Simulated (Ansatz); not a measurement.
**Nd (hcp)**

Computed with Ansatz (plane waves, PAW, 420 eV cutoff): PBE, scalar-relativistic, collinear spin, Γ-centred 14×14×8 mesh, 0.05 eV Gaussian smearing; PAW files: Ansatz's generated set soft_2.

```
Nd
1.0
     3.69307    0.00000    0.00000
    -1.84653    3.19829    0.00000
     0.00000    0.00000    5.86142
Nd
2
Direct
  0.33333 0.66667 0.75000
  0.66667 0.33333 0.25000
```

At room temperature and ambient pressure Nd is dhcp.

Magnetic state: ferromagnetic, site spin moments Nd 3.76 μB.

The cell is relaxed to zero pressure at this level.

Path: Γ–M–K–Γ–A–L–H–A | L–M | H–K, with Γ = (0.000, 0.000, 0.000), M = (0.500, 0.000, 0.000), K = (0.333, 0.333, 0.000), A = (0.000, 0.000, 0.500), L = (0.500, 0.000, 0.500), H = (0.333, 0.333, 0.500) in reciprocal vectors of the calculation's cell.

Bands as a text map, energy in eV from the Fermi level (dashes), each leg drawn with the same width, + spin up, o spin down, # both:
```
  3.71 | oo +      ooooo   oo    +         o          o   oo# o      oooooo
  3.43 |ooo#    ooo     o+oooooo+      o  o oo         o    oo o     +     
  3.14 |oooooooo         o##oo##oo    o  o++++#+          ++ oooooo +      
  2.86 |####oooooooo    oo#o##oooooooooo#+     o####oooooo +++  ooo##oo    
  2.57 |oo#oooooooo#####oo###oooo oooooooo##oooooooo###ooo##oo##ooooo######
  2.29 |#####o#####oooooo#o#####ooooooo#oooo#ooooooooooooooo##o####oooooooo
  2.00 |o##oo##ooooooooo#oo##oo###oooo#oo#ooo#ooooooooo#ooooo##o##ooooooooo
  1.71 |##o##oo#####o  #o#+o########o#o +ooooo#  oo     #oooo + oo#oooo    
  1.43 |o##  +#  ooo######o##o######+++#o      #o  oo ##++  ooo#+#     ####
  1.14 |  #+oo ++++#o              oo#++        +++++#++#o      o++++++    
  0.86 |   #+++++++++###++##          oo##++++##+  +##oo  ++##+#+++      ##
  0.57 |+++++++++++++######+++++++       +####++##+#++    #####++++++######
  0.29 |++++#+++++++#++###++++++++++++++++++++++++#++++++++++++#+++####++++
  0.00 |+++++#++++##++++#+#+++++++++++++++-------o--++++++--++++#++-oo+++++
 -0.29 |+++####++##+++++#++#++++++++++++++++++++#++## +++++++++++#++++##+++
 -0.57 |++#+++##########++++++++       ++++++++#+++++#+   +++++++##+++++###
 -0.86 | o   #ooo   +  ++#  o          ooo   oo  ++   o    ooooo#oo++++    
 -1.14 |o   + +++++++++++ +  oooooo   o   ooo   +  ++  o  oooooo ++    ++++
 -1.43 |   +o++ ++         +       o o        ++     +  o    ++            
 -1.71 |  +   +++         o         o  +++++++        +  o+++  ++++        
 -2.00 |++ o +           +  ++++++ o  +                +   +++++           
 -2.29 |    +                     #+                    +                  
 -2.57 |  o               +o     o  ++                   +                 
 -2.86 |                    o  oo  +                                       
 -3.14 |oo +                 oo   +                                        
 -3.43 |  +                +     +                                         
 -3.71 |                        +                                          
 -4.00 |++                  ++++                                           
        Γ      M      K      Γ      A      L      H      AL       MH      K
```

Q: By these bands, is it a metal or an insulator, and if it has a gap, where are the band edges on this path?

A: A metal: bands cross the Fermi level.

Without a U the open 4f shell is pinned at the Fermi level, an artefact: in the real crystal it splits into occupied and empty levels away from it, and its large orbital moment is missing here. No spin–orbit coupling, a notable omission for heavy elements. The run wasn't fully tested for a lower electronic state. Site moments are of spin, integrated over atomic spheres.

The open shells may stand above their lowest state, and forces and pressures are less sure for it.
